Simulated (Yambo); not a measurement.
BSE-type run in Yambo on Na2PtH6 (space group Fm-3m, No. 225), at finite momentum (a q point of the mesh, 0.75 1/Å).

Quantum ESPRESSO step (PBEsol, PseudoDojo standard norm-conserving files, scalar-relativistic):
```
&CONTROL
  calculation = 'nscf'
  pseudo_dir = './pseudo'
  outdir = './out'
/
&SYSTEM
  ibrav = 0
  nat = 9
  ntyp = 3
  ecutwfc = 88.0
  ecutrho = 352.0
  occupations = 'fixed'
  force_symmorphic = .true.
  nbnd = 60
/
&ELECTRONS
  conv_thr = 9.000000000000001e-09
  diago_full_acc = .true.
  diago_thr_init = 1e-08
/
ATOMIC_SPECIES
H 1.0080 H.upf
Na 22.9898 Na.upf
Pt 195.0840 Pt.upf
CELL_PARAMETERS angstrom
  0.000000000000   3.629315000000   3.629315000000
  3.629315000000   0.000000000000   3.629315000000
  3.629315000000   3.629315000000   0.000000000000
ATOMIC_POSITIONS crystal
H   0.774460000000   0.774460000000   0.225540000000
H   0.225540000000   0.225540000000   0.774460000000
H   0.225540000000   0.774460000000   0.774460000000
H   0.774460000000   0.225540000000   0.225540000000
H   0.774460000000   0.225540000000   0.774460000000
H   0.225540000000   0.774460000000   0.225540000000
Na   0.750000000000   0.750000000000   0.750000000000
Na   0.250000000000   0.250000000000   0.250000000000
Pt   0.000000000000   0.000000000000   0.000000000000
K_POINTS automatic
8 8 8 0 0 0
```

Yambo input:
```
rim_cut
optics
bse
bss
dipoles
em1s
RandQpts= 1000000
RandGvec= 1 Ry
FFTGvecs= 40 Ry
Chimod= "HARTREE"
BSKmod= "SEX"
BSEmod= "resonant"
BSSmod= "hs"
BSENGexx= 15 Ry
BSENGBlk= 3 Ry
% KfnQP_E
 2.355 | 1.0 | 1.0 |
%
% BSEQptR
 5 | 5 |
%
% BSEBands
 16 | 22 |
%
% BEnRange
 0.0 | 11.6 | eV
%
% BDmRange
 0.15 | 0.15 | eV
%
BEnSteps= 232
% BLongDir
 1.0 | 0.0 | 0.0 |
%
BSHayTrs= -0.02
BSSNEig= 24
WRbsWF
% BndsRnXs
 7 | 56 |
%
NGsBlkXs= 3 Ry
% LongDrXs
 1.0 | 1.0 | 1.0 |
%
```

From the report:

The dimension is k points × valence × conduction bands = 512 × 6 × 1 = 3072.
```
   [SLEPC] Approach                          : Krylov-Schur
   [SLEPC] Number of requested eigenvalues   :  24
   [SLEPC] Number of eigenvalues        [NEV]:  24
    [K] Dimension                                    :  3072
    [K] Bands                                        :  16  22
    [K] Exchange res                                 : yes
    [K] Correlation res                              : yes
    [K] W interaction is bare                        : no
    [K] RL vectors exchange                          :   645
    [K] RL vectors correlation                       :   65
    [W] Matrix size                                  :   65
    [W] Bands                                        :    7   56
    [W] Coulomb Cutoff                               : none
    [W] Hxc Kernel                                   : HARTREE
```
Lowest eigenvalues (eV; in brackets the number of states within 2 meV): 5.38 (1), 5.40 (2), 5.44 (2), 5.48 (1), 5.65 (1), 5.68 (2). They depend on the mesh, which isn't converged, and on the G0W0 scissor.

Spin-orbit coupling is not included.

Geometry of the Materials Project entry, not relaxed at this level.

The structure is a Materials Project entry; no match was found in the copy of COD used, and its stability was not checked.
